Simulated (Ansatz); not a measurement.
The calculation used DFT PBE, scalar-relativistic, plane waves, PAW (Ansatz 0.2.0). All cells share a 420 eV cutoff and Γ-centred k meshes spaced at most about 0.3 Å⁻¹ (about 0.25 or finer for metals, 2π included). No spin polarisation in the final relaxations.

All energies are static (0 K, no zero-point motion).

Two relaxed structures of ZnCd₂Se₃:

A.

```cif
data_structure
_symmetry_space_group_name_H-M 'P-3m1'
_symmetry_Int_Tables_number 164
_cell_length_a 3.9607
_cell_length_b 3.9607
_cell_length_c 9.7789
_cell_angle_alpha 90.000
_cell_angle_beta 90.000
_cell_angle_gamma 120.000
_cell_volume 132.85
loop_
_atom_site_label
_atom_site_type_symbol
_atom_site_symmetry_multiplicity
_atom_site_Wyckoff_symbol
_atom_site_fract_x
_atom_site_fract_y
_atom_site_fract_z
_atom_site_occupancy
Zn1 Zn 1 a 0.00000 0.00000 0.00000 1
Cd1 Cd 2 d 0.33333 0.66667 0.67303 1
Se1 Se 1 b 0.00000 0.00000 0.50000 1
Se2 Se 2 d 0.33333 0.66667 0.15070 1
```

B.

```cif
data_structure
_symmetry_space_group_name_H-M 'P-4m2'
_symmetry_Int_Tables_number 115
_cell_length_a 3.8046
_cell_length_b 3.8046
_cell_length_c 11.7672
_cell_angle_alpha 90.000
_cell_angle_beta 90.000
_cell_angle_gamma 90.000
_cell_volume 170.33
loop_
_atom_site_label
_atom_site_type_symbol
_atom_site_symmetry_multiplicity
_atom_site_Wyckoff_symbol
_atom_site_fract_x
_atom_site_fract_y
_atom_site_fract_z
_atom_site_occupancy
Zn1 Zn 1 a 0.00000 0.00000 0.00000 1
Cd1 Cd 2 g 0.00000 0.50000 0.59472 1
Se1 Se 2 g 0.00000 0.50000 0.35435 1
Se2 Se 1 b 0.50000 0.50000 0.00000 1
```

Task: Which would you expect to be lower, and how large is the difference?

Result: A is lower, by 159 meV/atom. A has Zn and Cd ordered on rock salt sites, space group P-3m1 (No. 164), 22.1 Å³/atom and no gap on its mesh; B has space group P-4m2 (No. 115), 28.4 Å³/atom and no gap. Counting Se atoms around Cd and Zn (those within 1.25 times the shortest such distance or 1.15 times the sum of covalent radii, 1.27 where that leaves under three), A has Zn 6, Cd 6 and B has Zn 4, Cd 5. In A, Zn is surrounded by 6 Se at 2.72 Å; Cd is surrounded by 6 Se at 2.84–2.86 Å; Se on a site of symmetry -3m has 6 Cd at 2.84 Å; 1 more site not described. In B, around Zn lie 4 Se at 2.69 Å; around Cd lie 5 Se at 2.76–2.83 Å; Se on a site of symmetry 2mm has 5 Cd at 2.76–2.83 Å; 1 more site not described. Both come from invented guesses.

No dispersion correction is applied, so the spacing and binding between layers, chains or molecules are poorly described (P-4m2), and this can change margins and order among such cells. The zero gap of P-4m2 may come from the functional, which often closes small gaps. Cells relaxed within their symmetry can be saddle points.
